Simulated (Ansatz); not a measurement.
Here is the system:

Relaxed AlN (zinc blende):

```
AlN
1.0
    0.00000     4.36954     4.36954
    2.18477     2.18477     4.36954
    2.18477     2.18477     0.00000
N Al
2 2
Direct
  0.00000   0.75000   0.75000
  0.50000   0.75000   0.75000
  0.00000   0.00000   0.00000
  0.50000   0.00000   0.00000
```

A phonon eigenvector at X = (0.5, 0.5, 0.0) is frozen into this cell: atom i moves by Q times the vector below, so Q is the largest atomic displacement, in Å. The cell is held. (q is in reciprocal vectors of the primitive cell; the cell shown is doubled to hold the pattern.)

```json
[
 {"atom": "Al3", "x": "0.000", "y": "0.000", "z": "1.000"},
 {"atom": "Al4", "x": "0.000", "y": "0.000", "z": "-1.000"}
]
```

Atoms not listed stay in place.

Method: r2SCAN (plane waves to 500 eV, PAW, scalar-relativistic; Ansatz, an electronic-structure program). k mesh 13×13×13 (Γ-centred), Fermi-Dirac smearing 0.05 eV. Energies are smeared free energies. As the smearing reaches across the gap at some points, energies and forces of such displacements shift with the k mesh and the smearing. AlN was relaxed with its symmetry unable to fall. The PAW data are Ansatz's earlier set. The zero of ΔE is the undisplaced structure.

The scan covers Q from -0.280 to 0.280 Å in 13 points.

Question: Which space group does the distorted structure have?

Answer: P-4m2 (No. 115), lowered from F-43m.

Question: What is the energy change at Q = 0.280 Å?

Answer: 2608 meV/cell.

Question: What harmonic wavenumber does the curvature at Q = 0 give?

Answer: 597 cm⁻¹.

(For displaced atoms, the force is minus the slope of the energy, and its curvature is a force constant, which sets phonon frequencies.)
